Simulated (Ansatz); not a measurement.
Profile along the C–Ti line in TiC (rock salt)

TiC (rock salt)

```xyz
2
Lattice="0.0000 2.1665 2.1665 2.1665 0.0000 2.1665 2.1665 2.1665 0.0000" Properties=species:S:1:pos:R:3 pbc="T T T"
C      0.0000     0.0000     0.0000
Ti     2.1665     2.1665     2.1665
```

Fields along a shortest C–Ti line of a {110} plane (2.17 Å), from C to Ti, interpolated on the slice's grid (step about 0.2 Å). Calculation: PBE (plane waves to 420 eV, PAW, scalar-relativistic; Ansatz, a quantum-chemistry and plane-wave program). k mesh 18×18×18. Near the nuclei the fields are pseudised (PAW); where an atom keeps semicore shells as valence, they peak there. TiC is run without spin polarisation. TiC was relaxed with its symmetry unable to fall.

| distance from C (Å) | valence electron density (e/Å³) | electron localisation function |
|---|---|---|
| 0.00 | 1.66 | x |
| 0.11 | 1.69 | x |
| 0.22 | 1.73 | x |
| 0.33 | 1.70 | x |
| 0.43 | 1.55 | 0.59 |
| 0.54 | 1.31 | 0.73 |
| 0.65 | 1.05 | 0.79 |
| 0.76 | 0.82 | 0.77 |
| 0.87 | 0.65 | 0.68 |
| 0.98 | 0.54 | 0.48 |
| 1.08 | 0.51 | 0.28 |
| 1.19 | 0.57 | 0.23 |
| 1.30 | 0.83 | 0.31 |
| 1.41 | 1.53 | 0.50 |
| 1.52 | 2.84 | 0.65 |
| 1.63 | 4.70 | 0.68 |
| 1.74 | 6.74 | 0.58 |
| 1.84 | 8.47 | x |
| 1.95 | 9.55 | x |
| 2.06 | 10.03 | x |
| 2.17 | 10.13 | x |

x: too close to a nucleus for the ELF to mean much.

Density on the C–Ti line (2.17 Å) at its midpoint: 0.51 e/Å³. ELF at that point: 0.28.
